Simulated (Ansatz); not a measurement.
Starting cell, ScPd (CsCl type):

```yaml
crystal:
  lattice:
    - [6.45976, 0.00000, 0.00000]
    - [0.00000, 3.22988, 0.00000]
    - [0.00000, 0.00000, 3.22988]
  atoms:
    - { symbol: Sc, position: [0.25000, 0.50000, 0.50000] }
    - { symbol: Sc, position: [0.75000, 0.50000, 0.50000] }
    - { symbol: Pd, position: [0.00000, 0.00000, 0.00000] }
    - { symbol: Pd, position: [0.50000, 0.00000, 0.00000] }
```

A phonon eigenvector at X = (0.5, 0.0, 0.0) is frozen into this cell: atom i moves by Q times the vector below, so Q is the largest atomic displacement, in Å. The cell is held. (q is in reciprocal vectors of the primitive cell; the cell shown is doubled to hold the pattern.)

| atom | x | y | z |
|---|---|---|---|
| Sc1 | 1.000 | 0.000 | 0.000 |
| Sc2 | -1.000 | 0.000 | 0.000 |

Atoms not listed stay in place.

Calculation: LDA (plane waves to 420 eV, PAW, scalar-relativistic; Ansatz, an electronic-structure program). k mesh 7×14×14 (Γ-centred), Fermi-Dirac smearing 0.05 eV. Energies are smeared free energies. With partly filled bands, energies and forces of such displacements shift with the k mesh and the smearing. ScPd is run without spin polarisation. ScPd was relaxed with its symmetry unable to fall. ΔE is measured from the undisplaced structure.

```
Q (Å)   ΔE (meV/cell)
------  -------------
-0.280           1054
-0.187            471
-0.093            120
0.000               0
0.093             120
0.187             471
0.280            1054
```

Question: Which DFPT wavenumber at X = (0.5, 0.0, 0.0) belongs to this mode?
(A) 138 cm⁻¹
(B) 94 cm⁻¹
(C) 290 cm⁻¹

Answer: C, 290 cm⁻¹. The curvature of the scan gives 290 cm⁻¹

(For displaced atoms, the force is minus the slope of the energy, and its curvature is a force constant, which sets phonon frequencies.)
